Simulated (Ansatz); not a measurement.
Consider the following.

PtS₂:
```yaml
crystal:
  lattice:
    - [3.51057, 0.00000, 0.00000]
    - [-1.75528, 3.04024, 0.00000]
    - [0.00000, 0.00000, 11.13228]
  atoms:
    - { symbol: Pt, position: [0.33333, 0.66667, 0.25000] }
    - { symbol: Pt, position: [0.66667, 0.33333, 0.75000] }
    - { symbol: S, position: [0.33333, 0.66667, 0.62616] }
    - { symbol: S, position: [0.66667, 0.33333, 0.12616] }
    - { symbol: S, position: [0.66667, 0.33333, 0.37384] }
    - { symbol: S, position: [0.33333, 0.66667, 0.87384] }
```

This is the PBE-relaxed structure.

**Question.** All from plane-wave PAW PBE (Ansatz code), unless another level is named. Estimate the electronic character.

**Answer.** metallic (no gap).

**Question.** And the formation energy from the elements (no fitted shifts)?

**Answer.** 0.20 eV/atom.

**Question.** And the density of states at the Fermi level?

**Answer.** 0.61 states/eV per atom (mean over ±0.08 eV).

Space group P6_3/mmc. The cell is a constructed one: a structure type filled with these elements; neither database checked (COD, Materials Project) lists it. COD files the formula under space group No. 164, so this cell is another polymorph or a model. Its standing as an ambient phase is unchecked. Symmetry was held in the PBE relaxation; whether a distortion lowers the energy is not shown. The run is not spin-polarised. A crystal of weakly bound layers computed without a dispersion correction: the cell and the soft elastic constants depend strongly on that. The references are the lowest solids computed at this level, not always the standard phases. Scalar-relativistic: spin–orbit coupling is off unless named, which matters more the heavier the elements.

Potentials: the later of the program's two PAW sets.
